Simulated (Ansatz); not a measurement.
Data:

ReB₂:
```cif
data_B2Re
_chemical_formula_sum 'Re1 B2'
_space_group_name_H-M_alt 'P6/mmm'
_space_group_IT_number 191
_space_group_name_Hall '-P 6 2'
_cell_length_a 2.93223
_cell_length_b 2.93223
_cell_length_c 3.47946
_cell_angle_alpha 90.000
_cell_angle_beta 90.000
_cell_angle_gamma 120.000
loop_
_atom_site_label
_atom_site_type_symbol
_atom_site_symmetry_multiplicity
_atom_site_Wyckoff_symbol
_atom_site_fract_x
_atom_site_fract_y
_atom_site_fract_z
_atom_site_occupancy
Re1 Re 1 a 0.00000 0.00000 0.00000 1
B1 B 2 d 0.33333 0.66667 0.50000 1
```

This is the r²SCAN-relaxed structure.

All from DFT-r²SCAN in the program Ansatz with PAW potentials, unless another level is named. Estimate the electronic character.

metallic (no gap).

And the formation energy from the elements (no fitted shifts)?

22 kJ/mol of atoms.

Next, the density of states at the Fermi level?

0.31 states/eV per atom (mean over ±0.08 eV).

The cell is a constructed one: a structure type filled with these elements; neither database checked (COD, Materials Project) lists it. COD files the formula under space group No. 194, so this cell is another polymorph or a model. Its standing as an ambient phase is unchecked. The r²SCAN relaxation kept the symmetry of its start; whether a distortion lowers the energy is not shown. No spin polarisation was allowed. The references are the lowest solids computed at this level, not always the standard phases. Scalar-relativistic: spin–orbit coupling is off unless named, which matters more the heavier the elements.

Potentials: the earlier of the program's two PAW sets.
